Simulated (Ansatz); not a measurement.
MoPt₃:
```
CELL_PARAMETERS angstrom
      2.76827     0.00000     0.00000
      0.00000     4.53204     0.00000
      0.00000     0.00000     4.85826
ATOMIC_POSITIONS crystal
  Mo 0.00000 0.00000 0.15712
  Pt 0.50000 0.50000 0.33942
  Pt 0.50000 0.00000 0.65570
  Pt 0.00000 0.50000 0.84776
```

Relaxed with r²SCAN.

### Question
Map the electron localisation function on the plane through (0.000, 0.000, 0.157) spanned by u = [1, 0, 0] and v = [0, 0, 1] in lattice vectors, from r²SCAN (plane waves, PAW; program Ansatz).

### Answer
x is the fraction of u, y of v (the angle between them is 90°; rows are the nearest grid lines); atoms in the plane: Mo at (0.00, 0.00), Pt at (0.50, 0.50).
```
|.-%@@*-:-:-*@@%-.|
|=*%@%+::-::+%@%*=|
|@@@@*-::-::-*@@@@|
|@@%*-..:-:..-*%@@|
|*+=:  :-=-:  :=+*|
|.    .-----.    .|
|   .::-:::-::.   |
|...:::::::::::...|
|....:--===--:....|
|....-+*###*+-....|
|...:=*#%%%#*=:...|
|:..-+#%%%%%#+-..:|
|:..-*#%%%%%#*-..:|
|::.:+*%%%%%*+:.::|
|::::-+*###*+-::::|
|:::::-=====-:::::|
|.::-:::::::::-::.|
|  ..:::::::::..  |
|..   .:::::.   ..|
|**=:  .:::.  :=**|
|@@%*:  .:.  :*%@@|
|@@@%*:..:..:*%@@@|
|=*%@%+:::::+%@%*=|
|.-%@@*-:-:-*@@%-.|
```
Scale: ten equal steps from 0.172 (start of ' ') to 0.761 (end of '@'), in the order ' .:-=+*#%@'; x runs from 0.000 to 1.00, y from 0.000 (bottom) to 1.00 (top).

The density is the valence pseudo-density with augmentation charge, so density and ELF within about 1 Å of a nucleus are not all-electron values.

Space group Pmm2. The workflow started from a Materials Project entry (that database holds measured and hypothetical structures alike); the Crystallography Open Database copy checked does not list it. With Mo and Pt taken as one species the cell has the higher symmetry P6_3/mmc, so it may be an ordered model of a mixed-site phase. Its standing as an ambient phase is unchecked. Symmetry was held in the r²SCAN relaxation; whether a distortion lowers the energy is not shown. No spin polarisation was allowed. Scalar-relativistic: spin–orbit coupling is off unless named, which matters more the heavier the elements.

Potentials: the later of the program's two PAW sets.
